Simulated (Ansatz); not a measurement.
A relaxed cell of Fe (Im-3m (No. 229)), relaxed on a k-mesh at least as fine as the one used below. Calculation: PBE (plane waves to 420 eV, PAW, scalar-relativistic; Ansatz, a program for electronic structure). Γ-centred k-mesh 8×16×16 on the run's cell (coarser than for final values), Fermi–Dirac smearing 0.05 eV.

```yaml
crystal:
  lattice:
    - [-2.83160, 2.83160, 2.83160]
    - [1.41580, -1.41580, 1.41580]
    - [1.41580, 1.41580, -1.41580]
  atoms:
    - { symbol: Fe, position: [0.00000, 0.00000, 0.00000] }
    - { symbol: Fe, position: [0.50000, 0.00000, 0.00000] }
```
Spin-polarised start, with parallel moments on Fe.

The atoms are displaced by (Å):

```tsv
atom	ux	uy	uz
Fe1	0.016	0.003	-0.067
Fe2	-0.035	0.084	-0.043
```

Problem. What forces (eV/Å) and pressure result?

Solution. 
```
atom     Fx     Fy     Fz
----  -----  -----  -----
Fe1   -0.25   0.63   0.44
Fe2    0.25  -0.63  -0.44
```

Pressure +0.9 GPa.

Spin state reached: ferromagnetic (net 2.17 μB/atom), from parallel starting moments; other spin orders were not run from this start.

The run that gave the undisplaced cell could not lose the symmetry of its start; a randomly shaken copy of 2 atoms returns to this structure.
